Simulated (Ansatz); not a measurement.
# Ba (P6/mmm), axial (c/a) deformation path

These are results of DFT LDA, scalar-relativistic, plane waves, PAW in Ansatz, not measurements. Cutoff 420 eV, Γ-centred 9×9×14 k-points, Gaussian smearing of 0.15 eV. No spin polarisation. Energies are free energies at this smearing, counted from the undisturbed cell; pressure is positive in compression.

Reference structure (as given, not relaxed at this level; it stands at -0.6 GPa; this form isn't the usual structure):

```
Ba
1.0
     6.99607    0.00000    0.00000
    -3.49803    6.05877    0.00000
     0.00000    0.00000    3.90939
Ba
2
Direct
  0.33333 0.66667 0.50000
  0.66667 0.33333 0.50000
```

At fixed volume and fractional coordinates, lengths along (0.000, 0.000, 1.000) are scaled against those across it; ρ is that ratio over its starting value. The cell is metallic on the mesh throughout.

| ρ | ΔE (meV/atom) | pressure (GPa) |
| --- | --- | --- |
| 0.850 | 66.4 | -0.2 |
| 0.920 | 9.2 | -0.4 |
| 0.960 | -1.4 | -0.5 |
| 1.000 | 0.0 | -0.6 |
| 1.100 | 42.4 | -0.6 |
| 1.200 | 119.6 | -0.6 |